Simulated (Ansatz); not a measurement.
Structure types of Ga were relaxed at one common pressure (all-electron LAPW in Ansatz 0.2.0 under LDA, scalar-relativistic, no spin polarisation, zero temperature). They take these volumes:

| type | space group | V (Å³/atom) |
| --- | --- | --- |
| bcc | Im-3m | 8.71 |
| hcp | P6_3/mmc | 8.66 |
| diamond | Fd-3m | 10.42 |
| sc | Pm-3m | 9.09 |
| simple hexagonal | P6/mmm | 8.90 |

At about which pressure, and is the densest type also the lowest in enthalpy?

230 GPa. The densest is hcp, and it is also the lowest in enthalpy among these.
